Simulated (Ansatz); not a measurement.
## Calculated ⁸⁵Rb NMR of the central transition for RbMnO₄

Cell: an entry of the Crystallography Open Database (COD), ions relaxed with PBE at fixed cell.

```cif
data_RbMnO4
_symmetry_space_group_name_H-M 'Pnma'
_symmetry_Int_Tables_number 62
_cell_length_a 9.5411
_cell_length_b 5.7392
_cell_length_c 7.6363
_cell_angle_alpha 90.000
_cell_angle_beta 90.000
_cell_angle_gamma 90.000
loop_
_atom_site_label
_atom_site_type_symbol
_atom_site_symmetry_multiplicity
_atom_site_Wyckoff_symbol
_atom_site_fract_x
_atom_site_fract_y
_atom_site_fract_z
Rb Rb 4 c 0.3156 0.2500 0.6571
Mn Mn 4 c 0.4409 0.2500 0.1980
O9 O 4 c 0.5970 0.2500 0.1192
O13 O 4 c 0.3268 0.2500 0.0430
O17 O 8 d 0.4191 0.0211 0.3177
```

One atom of each set is listed.

The numbers come from a DFT calculation in Ansatz (PBE, plane waves and PAW, with spin–orbit coupling, 420 eV cutoff, Γ-centred 3×4×3 k-points, Fermi–Dirac smearing 0.02 eV).

⁸⁵Rb has I = 5/2 and Q = 276.0 mb (Pyykkö 2018); at 28.2 T its Larmor frequency is ν₀ = 116.3 MHz. Only the quadrupole interaction is simulated: positions count from each site's isotropic chemical shift, and J coupling is left out, as are shift anisotropy and dipolar coupling, which fast spinning averages.

Simulated pattern of one Rb site (fast magic-angle spinning, Gaussian broadening 0.8 kHz):

(offset (kHz), height): (-38.40, 0), (-37.35, 0), (-36.31, 4), (-35.27, 8), (-34.23, 8), (-33.19, 16), (-32.15, 18), (-31.11, 19), (-30.07, 19), (-29.03, 20), (-27.98, 21), (-26.94, 22), (-25.90, 23), (-24.86, 25), (-23.82, 26), (-22.78, 28), (-21.74, 30), (-20.70, 38), (-19.66, 75), (-18.61, 100), (-17.57, 83), (-16.53, 81), (-15.49, 90), (-14.45, 70), (-13.41, 58), (-12.37, 51), (-11.33, 46), (-10.29, 43), (-9.24, 40), (-8.20, 37), (-7.16, 35), (-6.12, 33), (-5.08, 32), (-4.04, 31), (-3.00, 29), (-1.96, 28), (-0.92, 26), (0.13, 8), (1.17, 0), (2.21, 0)

Question: Which |C_Q| and η does the pattern imply?

Answer: The pattern spans 36.2 kHz before broadening and its centre of gravity is at -16.0 kHz, which fixes P_Q; the places of the horns and steps fix η. That gives P_Q = 17.6 MHz, |C_Q| = 15.9 MHz and η = 0.82. The sign of C_Q can't be read from the pattern.

The run took 14 min of wall time (14 min of CPU time) and 2.4 GiB at its peak, on 1 thread of Arm Neoverse V2 (aarch64; 8 cores open to the job, memory cap 3.0 GiB, no GPU), a shared host with a load of 0.5 a core.
